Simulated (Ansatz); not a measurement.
NbRu:
```
CELL_PARAMETERS angstrom
      0.00000     2.59729     2.59729
      2.59729     0.00000     2.59729
      2.59729     2.59729     0.00000
ATOMIC_POSITIONS crystal
  Ru 0.00000 0.00000 0.00000
  Nb 0.50000 0.50000 0.50000
```

Relaxed with PBE. Special points in fractions of this cell's reciprocal vectors: Γ (0.000, 0.000, 0.000); X (0.500, 0.000, 0.500); U (0.625, 0.250, 0.625); K (0.375, 0.375, 0.750); L (0.500, 0.500, 0.500); W (0.500, 0.250, 0.750).

List the band energies nearest the Fermi level at these points for the program Ansatz at the PBE level (PAW).

In eV from the Fermi level; about four levels below and three above (degenerate sets whole), none deeper than 8.9 eV; points with the same levels are listed once.

```csv
k,below,above
Γ,-4.33 -4.33 -3.87 -3.87 -3.87,3.33 3.33 3.33
X,-3.53 -2.56 -0.63 -0.63,0.06 1.97 1.97
U,-2.74 -2.52 -2.37 -1.06,0.87 1.86 2.07
L,-0.94 -0.94 -0.71 -0.71,1.29 1.39 1.39
W,-3.18 -3.05 -1.00 -0.61,0.10 1.82 1.82
```

Space group Fm-3m (rock salt). The start of the workflow was typed in or built on a structure type; neither database checked (COD, Materials Project) lists it. COD files the formula under space group No. 123, 221, so this cell is another polymorph or a model. Its standing as an ambient phase is unchecked. Symmetry was held in the PBE relaxation; its stability against distortions is not shown here. The run is not spin-polarised. Its formation energy is positive at this level, so the cell may be metastable or incomplete. Spin–orbit coupling is left out wherever it is not named.

Potentials: the earlier of the program's two PAW sets.
